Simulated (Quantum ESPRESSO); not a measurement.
# Zn4F6Cl2: one run as intended and one with a planted mistake

Simulated, not a measurement. The program is pw.x of Quantum ESPRESSO 7.5 (plane-wave density functional theory). The cell is made up: 12 atoms on a rutile lattice, with randomly drawn elements, strain and displacements, not relaxed. PseudoDojo standard norm-conserving files (v0.5 for PBE, v0.4.1 for LDA and PBEsol) set the functional; there is no spin polarisation, spin-orbit coupling or dispersion term, and the masses in the input are unused placeholders.

Intended input:

```
&control calculation='scf', pseudo_dir='./dojo.nc.sr.pbe.v0_5.standard.upf', outdir='./o', disk_io='medium', tprnfor=.true., tstress=.true. /
&system ibrav=0, nat=12, ntyp=3, nbnd=74, ecutwfc=84.00895049, nosym=.true., tot_charge=0,
 occupations='smearing', smearing='fd', degauss=0.0018374661
/
&electrons conv_thr=7.350e-09, electron_maxstep=60, /
ATOMIC_SPECIES
Cl 1.0 Cl.upf
F 1.0 F.upf
Zn 1.0 Zn.upf
CELL_PARAMETERS angstrom
4.9484 0.0315 0.0493
0.0315 4.9812 0.0034
0.0658 0.0045 6.4314
ATOMIC_POSITIONS angstrom
Zn 0.0517 -0.029 0.0018
Zn 2.5278 2.4658 1.6346
Zn 0.0801 0.0093 3.2111
Zn 2.5725 2.5247 4.8503
F 1.4564 1.6073 -0.0563
Cl 3.4537 3.46 0.0251
F 3.9887 0.9912 1.6275
F 0.986 4.0061 1.6461
F 1.5473 1.5136 3.2348
F 3.5148 3.5591 3.3255
Cl 4.0356 0.9478 4.8635
F 1.0552 4.0 4.8621
K_POINTS automatic
5 5 4 1 1 1
```

The log is shortened where brackets say so; the opening notice, blank lines, dates and the lines on written files are dropped, and the path of the files is cut. It prints rydbergs, bohrs and kilobars, and counts compression as positive stress. Where no state is partly filled, the Fermi energy that it prints is only some level between the filled and the empty states on the mesh, and need not lie in the true gap.

Log of the intended run:

```
     Program PWSCF v.7.5
     Parallel version (MPI & OpenMP), running on       1 processor cores
     Number of MPI processes:                 1
     Threads/MPI process:                     1
     [start-up lines left out]
     bravais-lattice index     =            0
     lattice parameter (alat)  =       9.3518  a.u.
     unit-cell volume          =    1069.6433 (a.u.)^3
     number of atoms/cell      =           12
     number of atomic types    =            3
     number of electrons       =       136.00
     number of Kohn-Sham states=           74
     kinetic-energy cutoff     =      84.0090  Ry
     charge density cutoff     =     336.0358  Ry
     scf convergence threshold =      7.3E-09
     mixing beta               =       0.7000
     number of iterations used =            8  plain     mixing
     Exchange-correlation= PBE
                           (   1   4   3   4   0   0   0)
     [axes and pseudopotential details left out]
   Cartesian axes
     site n.     atom                  positions (alat units)
         1        Zn     tau(   1) = (   0.0104471  -0.0058601   0.0003637  )
         2        Zn     tau(   2) = (   0.5107961   0.4982677   0.3303059  )
         3        Zn     tau(   3) = (   0.0161859   0.0018793   0.6488715  )
         4        Zn     tau(   4) = (   0.5198287   0.5101697   0.9801069  )
         5        F      tau(   5) = (   0.2942968   0.3247894  -0.0113766  )
         6        Cl     tau(   6) = (   0.6978940   0.6991670   0.0050720  )
         7        F      tau(   7) = (   0.8060022   0.2002932   0.3288712  )
         8        F      tau(   8) = (   0.1992424   0.8095182   0.3326297  )
         9        F      tau(   9) = (   0.3126651   0.3058553   0.6536606  )
        10        F      tau(  10) = (   0.7102406   0.7191923   0.6719884  )
        11        Cl     tau(  11) = (   0.8154793   0.1915233   0.9827743  )
        12        F      tau(  12) = (   0.2132257   0.8082856   0.9824914  )
     number of k points=    50  Fermi-Dirac smearing, width (Ry)=  0.0018
                       cart. coord. in units 2pi/alat
        k(    1) = (   0.0984314   0.0986611   0.0951072), wk =   0.0400000
        k(    2) = (   0.0965155   0.0985419   0.2874935), wk =   0.0400000
     [further k points left out]
     Dense  grid:   111301 G-vectors     FFT dimensions: (  60,  60,  72)
     Estimated max dynamical RAM per process >     194.49 MB
     Initial potential from superposition of free atoms
     starting charge     135.9994, renormalised to     136.0000
     Starting wfcs are   72 randomized atomic wfcs +    2 random wfcs
     total cpu time spent up to now is       16.1 secs
     per-process dynamical memory:   113.3 Mb
     Self-consistent Calculation
     iteration #  1     ecut=    84.01 Ry     beta= 0.70
     Davidson diagonalization with overlap
     ethr =  1.00E-02,  avg # of iterations =  4.5
     Threshold (ethr) on eigenvalues was too large:
     Diagonalizing with lowered threshold
     Davidson diagonalization with overlap
     ethr =  9.20E-04,  avg # of iterations =  1.0
     total cpu time spent up to now is       97.7 secs
     total energy              =   -2033.78682783 Ry
     estimated scf accuracy    <       1.23485483 Ry
     iteration #  2     ecut=    84.01 Ry     beta= 0.70
     Davidson diagonalization with overlap
     ethr =  9.08E-04,  avg # of iterations =  2.1
     total cpu time spent up to now is      149.1 secs
     total energy              =   -2034.07934162 Ry
     estimated scf accuracy    <       1.21227571 Ry
     [iterations 3 to 8 left out]
     iteration #  9     ecut=    84.01 Ry     beta= 0.70
     Davidson diagonalization with overlap
     ethr =  2.52E-10,  avg # of iterations =  2.0
     total cpu time spent up to now is      517.7 secs
     total energy              =   -2034.33339201 Ry
     estimated scf accuracy    <       0.00000004 Ry
     iteration # 10     ecut=    84.01 Ry     beta= 0.70
     Davidson diagonalization with overlap
     ethr =  2.66E-11,  avg # of iterations =  2.0
     total cpu time spent up to now is      582.8 secs
     End of self-consistent calculation
     [lines on levels left out]
     the Fermi energy is     7.1246 ev
!    total energy              =   -2034.33339202 Ry
     estimated scf accuracy    <          5.1E-09 Ry
     smearing contrib. (-TS)   =       0.00000000 Ry
     internal energy E=F+TS    =   -2034.33339202 Ry
     The total energy is F=E-TS. E is the sum of the following terms:
     one-electron contribution =   -1503.59503299 Ry
     hartree contribution      =     801.33337113 Ry
     xc contribution           =    -264.93689139 Ry
     ewald contribution        =   -1067.13483877 Ry
     convergence has been achieved in  10 iterations
     Forces acting on atoms (cartesian axes, Ry/au):
     atom    1 type  3   force =     0.08659487    0.01946858    0.06895116
     atom    2 type  3   force =    -0.04109702   -0.03947663    0.07819261
     atom    3 type  3   force =     0.03820514   -0.04419658   -0.07601847
     atom    4 type  3   force =    -0.10312549    0.01463496   -0.08968301
     atom    5 type  2   force =    -0.01263799   -0.02320285    0.02280100
     atom    6 type  1   force =     0.03932952    0.05028105    0.04995392
     atom    7 type  2   force =     0.00786696   -0.00596830    0.01075089
     atom    8 type  2   force =    -0.00279401    0.01006646    0.00810757
     atom    9 type  2   force =     0.01699545    0.01793603   -0.01966853
     atom   10 type  2   force =    -0.01364205   -0.02070274   -0.02436223
     atom   11 type  1   force =    -0.03238304    0.03298163   -0.01540234
     atom   12 type  2   force =     0.01668766   -0.01182161   -0.01362259
     Total force =     0.251866     Total SCF correction =     0.000123
     Computing stress (Cartesian axis) and pressure
          total   stress  (Ry/bohr**3)                   (kbar)     P=      113.01
   0.00065764  -0.00004650  -0.00001975           96.74       -6.84       -2.91
  -0.00004650   0.00075566   0.00003575           -6.84      111.16        5.26
  -0.00001975   0.00003575   0.00089132           -2.91        5.26      131.12
     init_run     :     14.71s CPU     16.11s WALL (       1 calls)
     electrons    :    522.24s CPU    566.66s WALL (       1 calls)
     forces       :      8.68s CPU      8.79s WALL (       1 calls)
     stress       :     30.70s CPU     31.72s WALL (       1 calls)
     [timing details left out]
     PWSCF        :   9m36.52s CPU  10m24.05s WALL
     JOB DONE.
```

A second run has one planted mistake: the cell has the wrong charge. The input lines that differ, file-writing options aside:

```
- &system ibrav=0, nat=12, ntyp=3, nbnd=74, ecutwfc=84.00895049, nosym=.true., tot_charge=0,
+ &system ibrav=0, nat=12, ntyp=3, nbnd=75, ecutwfc=84.00895049, nosym=.true., tot_charge=-1,
```

Its log:

```
     Program PWSCF v.7.5
     Parallel version (MPI & OpenMP), running on       4 processor cores
     Number of MPI processes:                 4
     Threads/MPI process:                     1
     [start-up lines left out]
     bravais-lattice index     =            0
     lattice parameter (alat)  =       9.3518  a.u.
     unit-cell volume          =    1069.6433 (a.u.)^3
     number of atoms/cell      =           12
     number of atomic types    =            3
     number of electrons       =       137.00
     number of Kohn-Sham states=           75
     kinetic-energy cutoff     =      84.0090  Ry
     charge density cutoff     =     336.0358  Ry
     scf convergence threshold =      7.3E-09
     mixing beta               =       0.7000
     number of iterations used =            8  plain     mixing
     Exchange-correlation= PBE
                           (   1   4   3   4   0   0   0)
     [axes and pseudopotential details left out]
   Cartesian axes
     site n.     atom                  positions (alat units)
         1        Zn     tau(   1) = (   0.0104471  -0.0058601   0.0003637  )
         2        Zn     tau(   2) = (   0.5107961   0.4982677   0.3303059  )
         3        Zn     tau(   3) = (   0.0161859   0.0018793   0.6488715  )
         4        Zn     tau(   4) = (   0.5198287   0.5101697   0.9801069  )
         5        F      tau(   5) = (   0.2942968   0.3247894  -0.0113766  )
         6        Cl     tau(   6) = (   0.6978940   0.6991670   0.0050720  )
         7        F      tau(   7) = (   0.8060022   0.2002932   0.3288712  )
         8        F      tau(   8) = (   0.1992424   0.8095182   0.3326297  )
         9        F      tau(   9) = (   0.3126651   0.3058553   0.6536606  )
        10        F      tau(  10) = (   0.7102406   0.7191923   0.6719884  )
        11        Cl     tau(  11) = (   0.8154793   0.1915233   0.9827743  )
        12        F      tau(  12) = (   0.2132257   0.8082856   0.9824914  )
     number of k points=    50  Fermi-Dirac smearing, width (Ry)=  0.0018
                       cart. coord. in units 2pi/alat
        k(    1) = (   0.0984314   0.0986611   0.0951072), wk =   0.0400000
        k(    2) = (   0.0965155   0.0985419   0.2874935), wk =   0.0400000
     [further k points left out]
     Dense  grid:   111301 G-vectors     FFT dimensions: (  60,  60,  72)
     Estimated max dynamical RAM per process >     402.50 MB
     Estimated total dynamical RAM >       1.49 GB
     Initial potential from superposition of free atoms
     starting charge     135.9994, renormalised to     137.0000
     Starting wfcs are   72 randomized atomic wfcs +    3 random wfcs
     total cpu time spent up to now is        9.5 secs
     per-process dynamical memory:   323.5 Mb
     Self-consistent Calculation
     iteration #  1     ecut=    84.01 Ry     beta= 0.70
     Davidson diagonalization with overlap
     ethr =  1.00E-02,  avg # of iterations =  4.5
     total cpu time spent up to now is       32.7 secs
     total energy              =   -2032.82482337 Ry
     estimated scf accuracy    <       1.44632560 Ry
     iteration #  2     ecut=    84.01 Ry     beta= 0.70
     Davidson diagonalization with overlap
     ethr =  1.06E-03,  avg # of iterations =  2.5
     total cpu time spent up to now is       59.9 secs
     total energy              =   -2033.25818013 Ry
     estimated scf accuracy    <       1.42232795 Ry
     [iterations 3 to 9 left out]
     iteration # 10     ecut=    84.01 Ry     beta= 0.70
     Davidson diagonalization with overlap
     ethr =  1.07E-10,  avg # of iterations =  2.5
     total cpu time spent up to now is      273.6 secs
     total energy              =   -2033.54826789 Ry
     estimated scf accuracy    <       0.00000002 Ry
     iteration # 11     ecut=    84.01 Ry     beta= 0.70
     Davidson diagonalization with overlap
     ethr =  1.30E-11,  avg # of iterations =  2.3
     total cpu time spent up to now is      298.8 secs
     End of self-consistent calculation
     [lines on levels left out]
     the Fermi energy is    11.2329 ev
!    total energy              =   -2033.54826789 Ry
     estimated scf accuracy    <          1.6E-09 Ry
     smearing contrib. (-TS)   =      -0.00039635 Ry
     internal energy E=F+TS    =   -2033.54787154 Ry
     The total energy is F=E-TS. E is the sum of the following terms:
     one-electron contribution =   -1503.14713598 Ry
     hartree contribution      =     802.48747403 Ry
     xc contribution           =    -265.75337082 Ry
     ewald contribution        =   -1067.13483877 Ry
     convergence has been achieved in  11 iterations
     Forces acting on atoms (cartesian axes, Ry/au):
     atom    1 type  3   force =     0.09310912    0.01901707    0.07786218
     atom    2 type  3   force =    -0.04992655   -0.04081047    0.08476537
     atom    3 type  3   force =     0.04631381   -0.04351516   -0.08367549
     atom    4 type  3   force =    -0.10838402    0.01289921   -0.09718661
     atom    5 type  2   force =    -0.01413274   -0.02118109    0.01043402
     atom    6 type  1   force =     0.04715100    0.05586378    0.03464496
     atom    7 type  2   force =     0.00170056   -0.00209620    0.00629722
     atom    8 type  2   force =     0.00383690   -0.00090386   -0.00028337
     atom    9 type  2   force =     0.00408738    0.00390171   -0.00042435
     atom   10 type  2   force =    -0.00120726   -0.00828549   -0.01583796
     atom   11 type  1   force =    -0.04026927    0.03897824   -0.00633367
     atom   12 type  2   force =     0.01772107   -0.01386775   -0.01026228
     Total force =     0.265227     Total SCF correction =     0.000236
     Computing stress (Cartesian axis) and pressure
          total   stress  (Ry/bohr**3)                   (kbar)     P=      316.27
   0.00202444  -0.00004526  -0.00005877          297.81       -6.66       -8.65
  -0.00004526   0.00210608   0.00002031           -6.66      309.82        2.99
  -0.00005877   0.00002031   0.00231940           -8.65        2.99      341.19
     init_run     :      8.75s CPU      9.09s WALL (       1 calls)
     electrons    :    282.94s CPU    289.30s WALL (       1 calls)
     forces       :      3.84s CPU      3.90s WALL (       1 calls)
     stress       :     12.87s CPU     13.18s WALL (       1 calls)
     [timing details left out]
     PWSCF        :   5m 8.96s CPU   5m16.21s WALL
     JOB DONE.
```

|  | intended run | run with the mistake |
| --- | --- | --- |
| free energy (eV) | -27678.516 | -27667.834 |
| smearing term -TS (eV) | 0.0000 | -0.0054 |
| pressure (GPa) | 11.30 | 31.63 |
| largest force component (eV/Å) | 2.651 | 2.787 |
| largest change of a force component (eV/Å) |  | 0.495 |
| iterations | 10 | 11 |

For scale, a rerun of the intended cell at 1437 eV and a 7 x 7 x 6 mesh moved values by no more than 0.003 eV in energy, 0.02 GPa in stress and 0.002 eV/Å in force. The charged cell sits in a uniform background, so its energy and stress rest on the program's zero of potential. The number of bands, nbnd, was set by rule from the electron count and the smearing, so it follows the mistake.